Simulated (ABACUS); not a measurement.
Input and output of a self-consistent single point for TiSi2 (Cmcm, 6 atoms in the cell; from Materials Project mp-1077503) (ABACUS).

Level of theory: PBE, PseudoDojo 0.5 standard norm-conserving PBE (tails mended) pseudopotentials (plane waves; ABACUS).

```xyz
6
Lattice="1.7651 -6.7593 0.0000 1.7651 6.7593 0.0000 0.0000 0.0000 3.5652" Properties=species:S:1:pos:R:3 pbc="T T T"
Ti     1.7651    -5.3652     2.6739
Ti     1.7651     5.3652     0.8913
Si     1.7651    -0.7875     2.6739
Si     1.7651     0.7875     0.8913
Si     1.7651     3.3838     2.6739
Si     1.7651    -3.3838     0.8913
```

Reference input (self-consistent single point, DFT, PBE, numerical atomic orbitals DZP (confined pseudo-atomic orbitals with Gaussian additions; energy shift 0.01 Ry), PseudoDojo 0.5 standard norm-conserving PBE (tails mended) pseudopotentials): basis = DZP numerical atomic orbitals, energy shift 0.01 Ry; KPT = Gamma 10 10 9 0 0 0; basis_type = lcao; ecutwfc = 100 Ry; smearing_method = fd; smearing_sigma = 0.00999582 Ry; potentials = PseudoDojo 0.5 standard norm-conserving PBE (tails mended); symmetry = 1; ks_solver = genelpa; scf_nmax = 100; scf_thr = 1.0e-07; mixing_type = broyden. This run's input differs from it in these lines:

```diff
@@ -3,6 +3,5 @@
 calculation          scf
-basis_type           lcao
+basis_type           pw
 pseudo_dir           ./
-orbital_dir          ./
-ecutwfc              100.0
+ecutwfc              84.0
 symmetry             1
@@ -10,5 +9,5 @@
 smearing_sigma       0.00999582
-ks_solver            genelpa
+ks_solver            dav
 scf_nmax             100
-scf_thr              1.0e-07
+scf_thr              1.0e-09
 mixing_type          broyden
@@ -16,3 +15,2 @@
 cal_stress           1
-out_mul              1
 device               cpu
@@ -22,6 +20,2 @@
 Si 28.085 Si.upf
-
-NUMERICAL_ORBITAL
-Ti_pbe_8.0au_3s2p2d1f.orb
-Si_pbe_6.9au_2s2p1d.orb
```

The program printed (abridged):

```
 SELF-CONSISTENT
 -------------------------------------------
                                 init_chg = atomic

 PW ALGORITHM --------------- ION=   1  ELEC=   1--------------------------------

 Notice: Threshold on eigenvalues was too large.

 Density error is 0.0843005192205
                          Error Threshold = 0.000208707727981
 E_KohnSham     -271.5089345002      -3694.0685671116
 E_Fermi        0.9641381039         13.1177718722

 PW ALGORITHM --------------- ION=   1  ELEC=   2--------------------------------

 Density error is 0.0440814921017
                          Error Threshold = 0.000210751298051
   [... lines left out ...]

 Density error is 5.84172349176e-09
                          Error Threshold = 2.24962082091e-10
 E_KohnSham     -271.5253548647      -3694.2919776317
 E_Fermi        0.9531911825         12.9688313656

 PW ALGORITHM --------------- ION=   1  ELEC=   9--------------------------------

 Density error is 9.16029613977e-11
                          Error Threshold = 1.46043087294e-11
 E_KohnSham     -271.5253548657      -3694.2919776462
 E_KS(sigma->0) -271.5215160468      -3694.2397478344
 E_entropy(-TS) -0.0076776380        -0.1044596235
 E_Fermi        0.9531903337         12.9688198165
 charge density convergence is achieved
 final etot is -3694.2919776 eV
 EFERMI = 12.968819817 eV

 STATE ENERGY(eV) AND OCCUPATIONS    NSPIN == 1
   [... 27 lines left out ...]

 TOTAL-FORCE (eV/Angstrom)
                       Ti1         0.0000000000        -0.0021256293         0.0000000000
                       Ti2         0.0000000000         0.0021256293         0.0000000000
                       Si1         0.0000000000        -0.1760215661         0.0000000000
                       Si2         0.0000000000         0.1760215661         0.0000000000
                       Si3         0.0000000000         0.0103053893         0.0000000000
                       Si4         0.0000000000        -0.0103053893         0.0000000000

 TOTAL-STRESS (KBAR)
        18.5439620332        -0.0000000000         0.0000000000
         0.0000000000        16.4700383879         0.0000000000
         0.0000000000         0.0000000000        22.1736464848
 TOTAL-PRESSURE: 19.062549 KBAR

 --------------------------------------------
 !FINAL_ETOT_IS -3694.2919776461731090 eV
 --------------------------------------------
```

The run converged in 9 iterations. Against the reference run the free energy drops by 114 meV/atom, the pressure goes from 3.10 to 1.91 GPa and the largest force goes from 0.222 to 0.176 eV/Å.

This run is one point of a test of settings, so its values need not be converged; read them against the reference run alone. The structure comes from a collection of computed structures, made at another level of theory; the collection holds predicted forms beside known ones.

Cost on one core: roughly 23 core-minutes.

The atomic orbitals were generated for these runs; they are not ABACUS's published sets and were checked against plane waves on a few crystals only.

“Tails mended”: in these copies of the files the far tail of each local potential was reset to the Coulomb form.
